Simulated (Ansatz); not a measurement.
Ti2Ga squeezed and stretched

A database entry relaxed whole under r2SCAN (P6_3/mmc):

```
Ti Ga
1.0
     4.50701    0.00000    0.00000
    -2.25350    3.90318    0.00000
     0.00000    0.00000    5.45196
Ti Ga
4 2
Cartesian
  0.0000 2.6021 4.0890
  2.2535 1.3011 1.3630
  0.0000 0.0000 0.0000
  0.0000 0.0000 2.7260
  0.0000 2.6021 1.3630
  2.2535 1.3011 4.0890
```

The cell was scaled uniformly, its shape held, and the atoms relaxed at each volume with plane-wave PAW DFT (Ansatz 0.2.0; r2SCAN, 500 eV, 9×9×6 Γ-centred mesh, fermi-dirac occupations of width 0.100 eV; no spin, no spin-orbit coupling). One row is withheld.

```json
{"volume (Å³/atom)": "15.026", "energy over the lowest (meV/atom)": "24.5", "pressure (GPa)": "9.00"}
{"volume (Å³/atom)": "15.345", "energy over the lowest (meV/atom)": "10.3", "pressure (GPa)": "5.70"}
{"volume (Å³/atom)": "15.665", "energy over the lowest (meV/atom)": "2.3", "pressure (GPa)": "2.71"}
{"volume (Å³/atom)": "15.985", "energy over the lowest (meV/atom)": "0.0", "pressure (GPa)": "0.00"}
{"volume (Å³/atom)": "16.305", "energy over the lowest (meV/atom)": "2.8", "pressure (GPa)": "-2.44"}
{"volume (Å³/atom)": "16.624", "energy over the lowest (meV/atom)": "?", "pressure (GPa)": "?"}
{"volume (Å³/atom)": "16.944", "energy over the lowest (meV/atom)": "22.0", "pressure (GPa)": "-6.66"}
```

**Question.** Fit the pressures of the other rows to the third-order Birch-Murnaghan form.

**Answer.** With f = [(V₀/V)^(2/3) − 1]/2 and P = 3B₀f(1 + 2f)^(5/2)[1 + 3(B₀′ − 4)f/2], least squares gives V₀ = 15.99 Å³ an atom, B₀ = 128 GPa and B₀′ = 4.0; the rows miss the fit by less than 0.01 GPa. The slope of the energies differs from these pressures by 0.18 GPa, since they are taken to zero smearing while pressures follow the free energy.

**Question.** What does the withheld row hold?

**Answer.** The fit gives -4.66 GPa at 16.624 Å³; the run gave -4.66 GPa and 10.3 meV an atom.

Caveats: the shape of the cell was held, so B₀ is an upper bound where the axes differ in stiffness; 0 K, fixed nuclei; the symmetry was kept, and this need not be the phase that is stable at 0 K; one mesh for all volumes; pressure is positive in compression.
